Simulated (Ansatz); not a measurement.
HfS2 (rutile), relaxed with PBE (Ansatz, a first-principles code, plane waves, PAW): a = b = 6.088 Å, c = 3.708 Å, α = β = γ = 90.00°.

| Property | Result |
|---|---|
| gap (eV) | 0.44 |
| B₀ by P(V) fit (GPa) | 87.0 |

Question: The same phase is relaxed and computed with HSE06 in the same code. What are the cell and these values now?

Answer: a = b = 6.0493 Å, c = 3.7189 Å, α = β = γ = 90.00°.

- gap (eV): 1.20
- B₀ by P(V) fit (GPa): 95.2

Constructed cells (a structure type filled with these elements, in neither database checked): HfS2, rutile. All cells were relaxed under the symmetry of their starts (and spin orders); stability against distortions was not tested throughout. Rows with no word on spin ran without spin polarisation. Spin–orbit coupling is left out wherever it is not named.

Potentials: the later of the program's two PAW sets.

Ansatz is a plane-wave DFT program.
